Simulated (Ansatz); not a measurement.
## TaTlO₃: energy along a strain

TaTlO₃, Pm-3m, a = 4.083 Å (as given, not relaxed at this level: -6.9 GPa). The structure is a Materials Project entry; whether it is the stable form wasn't checked. Ansatz: PBEsol, PAW, 420 eV, Γ-centred 8×8×8 mesh on 5 atoms, Gaussian smearing 0.05 eV; no spin polarisation. Cell vectors (Å): 4.083 0.000 0.000; 0.000 4.083 0.000; 0.000 0.000 4.083. The cell is strained by x per cent times the pattern (0 0 0 0 1 0) in the order xx yy zz yz xz xy (engineering shears), with fractional coordinates held. y is the free energy over the start, V0 = 13.612 Å³/atom. Symmetry makes y even in x.

```
x (%) y (meV/atom)
-2.00             ?
-1.00          0.37
 0.00          0.00
 0.25          0.03
 0.50          0.09
 0.75          0.21
 1.25          0.58
 1.50          0.82
 1.75          1.11
```

**Question.** Fit y = c2 x² + c4 x⁴ to the other rows, get the stiffness along the pattern, and predict the missing energy.

**Answer.** Least squares on the rows shown. y = 0.3756 x² − 0.004359 x⁴. The clamped-ion stiffness p·C·p = 2 × 3.756 eV × 160.2 / 13.612 Å³ = 88 GPa, which is C55 in these axes (C44 of the cubic crystal) (second derivative at the start, which stands under stress). At x = -2.00 the fit asked for gives 1.43 meV/atom. The run gave 1.45 meV/atom, so the fit is 0.02 meV/atom too low, a small miss on the scale of the series.

Spin–orbit coupling is left out, which can shift energies with elements as heavy as these.

Symmetry holds off the tilts and polar distortions that many cubic perovskites undergo.